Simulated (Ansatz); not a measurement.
Consider a crystal of Hf₂TiB₂ in space group P6/mmm (No. 191), with Hf on 2c; Ti on 1b; B on 2d.

All numbers below come from DFT PBE, scalar-relativistic, plane waves, PAW (Ansatz). Cutoff 420 eV, Γ-centred mesh, Gaussian smearing, collinear spin.

Energies over the elements count from the elements' standard structures at the same level, with no fitted energy shifts.

Question: Which cell and coordinates does it relax to?

Answer:

Space group P6/mmm (No. 191). a = 4.511 Å, b = 4.511 Å, c = 4.616 Å, α = 90.00°, β = 90.00°, γ = 120.00°
```tsv
atom	site	symmetry	x	y	z
Hf	2c	-6m2	0.3333	0.6667	0.0000
Ti	1b	6/mmm	0.0000	0.0000	0.5000
B	2d	-6m2	0.3333	0.6667	0.5000
```

Hf has 2 B at 2.31 Å, 3 Hf at 2.60 Å, 6 B at 3.48 Å and 6 Ti at 3.48 Å; around Ti lie 6 B at 2.60 Å and 12 Hf at 3.48 Å; B has 2 Hf at 2.31 Å, 3 B at 2.60 Å and 3 Ti at 2.60 Å. Another local minimum with the same sites may exist.

Question: And its energy and gap?

Answer: The formation energy is +1.10 eV/atom. The gap on the 12×12×8 mesh of the 5-atom cell is 0 eV (a metal), the net moment per atom is 0.20 μB and the moment by site is Ti 0.6 μB. The separate elements lie lower, so it is unstable against them.

The last run used collinear spin and Gaussian smearing of 0.10 eV. These runs have no spin–orbit coupling, which can matter for Hf. The magnetic state reached may not be the lowest. Symmetry constrained the relaxation, so the result can be a saddle point. Another cell of Hf2TiB2 relaxed alike but without spin, in P-3m1, lies 1.42 eV/atom lower, so this cell isn't the stable form at this level. Site moments count only spheres around the atoms; the net moment includes the space between them.
